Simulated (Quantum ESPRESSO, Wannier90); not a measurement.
# Wannier functions of RbHgF3 (cubic perovskite)

```
begin unit_cell_cart
ang
    4.5492200000    0.0000000000    0.0000000000
    0.0000000000    4.5492200000    0.0000000000
    0.0000000000    0.0000000000    4.5492200000
end unit_cell_cart
begin atoms_frac
Rb   0.0000000000  0.0000000000  0.0000000000
Hg   0.5000000000  0.5000000000  0.5000000000
F    0.5000000000  0.0000000000  0.5000000000
F    0.0000000000  0.5000000000  0.5000000000
F    0.5000000000  0.5000000000  0.0000000000
end atoms_frac
```

Structure: Materials Project mp-7482, symmetrised, not relaxed again. COD (Crystallography Open Database) records the formula in this space group. Ideal cubic forms of this type are often high-temperature phases that distort on cooling; symmetry holds the cell here, and its stability was not tested. Level: PBEsol, no spin polarisation, no spin-orbit coupling; pw.x of Quantum ESPRESSO at 68 Ry with PseudoDojo potentials, 6×6×6 k-points, Wannier90. Density: 8×8×8 mesh, Gaussian smearing 0.01 Ry. Spin-orbit coupling is left out although heavy elements are present.

A tight-binding model is made by disentanglement and projection with no localisation steps (num_iter = 0), so the 22 orbitals stay atom-like: hydrogen-like Rb: s; Hg: s;p;d; F: s;p, axes along x, y, z; frozen window up to 1.95 eV relative to the valence-band maximum. It follows pw.x to 0.7 meV rms for states up to 1.5 eV relative to the valence-band maximum. Matrix elements depend on this choice of orbitals and windows. Bands 9–11 (Rb 4p 98 %) lie between the kept ones and are excluded.

Question: Which pairs of orbitals on different sites are coupled most strongly? Give distance, modulus and how many such pairs a cell has.

Answer: 
```
orbital    orbital  distance of the centres (Å)  modulus (eV)  pairs
-------  ---------  ---------------------------  ------------  -----
F s         Hg dz2                         2.27          1.24      2
F pz        Hg dz2                         2.27          1.24      2
F s           Rb s                         3.22          1.15     12
F px          Hg s                         2.27          1.10      2
F py          Hg s                         2.27          1.10      2
F pz          Hg s                         2.27          1.10      2
F s      Hg dx2-y2                         2.27          1.08      4
F px     Hg dx2-y2                         2.27          1.07      2
F py     Hg dx2-y2                         2.27          1.07      2
F px         Hg px                         2.27          0.96      2
F py         Hg py                         2.27          0.96      2
F pz         Hg pz                         2.27          0.96      2
F s         Hg dz2                         2.27          0.62      4
F py        Hg dz2                         2.27          0.62      2
F px        Hg dz2                         2.27          0.62      2
F pz        Hg dxz                         2.27          0.49      2
F pz        Hg dyz                         2.27          0.49      2
F px        Hg dxy                         2.27          0.49      2
F py        Hg dxy                         2.27          0.49      2
F px        Hg dxz                         2.27          0.49      2
F py        Hg dyz                         2.27          0.49      2
Rb s          Rb s                         4.55          0.47      3
Hg s          Rb s                         3.94          0.35      8
Hg px         Rb s                         3.94          0.35      8
Hg py         Rb s                         3.94          0.35      8
Hg pz         Rb s                         3.94          0.35      8
Hg px        Hg px                         4.55          0.30      1
F px         Hg px                         2.27          0.29      4
F py         Hg py                         2.27          0.29      4
Hg py        Hg py                         4.55          0.29      1
```
